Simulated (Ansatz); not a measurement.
Data:

HfIr₃:
```cif
data_HfIr3
_chemical_formula_sum 'Ir3 Hf1'
_space_group_name_H-M_alt 'P 1'
_space_group_IT_number 1
_cell_length_a 4.83916
_cell_length_b 4.83916
_cell_length_c 4.83916
_cell_angle_alpha 131.761
_cell_angle_beta 131.761
_cell_angle_gamma 70.607
loop_
_space_group_symop_operation_xyz
  'x, y, z'
loop_
_atom_site_label
_atom_site_type_symbol
_atom_site_fract_x
_atom_site_fract_y
_atom_site_fract_z
_atom_site_occupancy
Ir1 Ir 0.50000 0.50000 0.00000 1
Ir2 Ir 0.75000 0.25000 0.50000 1
Ir3 Ir 0.25000 0.75000 0.50000 1
Hf1 Hf 0.00000 0.00000 0.00000 1
```

This is the r²SCAN-relaxed structure.

**Question.** All from DFT-r²SCAN in the program Ansatz with PAW potentials, unless another level is named. Estimate the density of states at the Fermi level.

**Answer.** 0.75 states/eV per atom (mean over ±0.08 eV).

**Question.** Predict the formation energy from the elements (no fitted shifts).

**Answer.** -0.66 eV/atom.

Space group I4/mmm. The cell is a constructed one: a structure type filled with these elements; neither database checked (COD, Materials Project) lists it. COD files the formula under space group No. 221, so this cell is another polymorph or a model. Its standing as an ambient phase is unchecked. The r²SCAN relaxation kept the symmetry of its start; its stability against distortions is not shown here. No spin polarisation was allowed. The references are the lowest solids computed at this level, not always the standard phases. Scalar-relativistic: spin–orbit coupling is off unless named, which matters more the heavier the elements.

Potentials: the earlier of the program's two PAW sets.
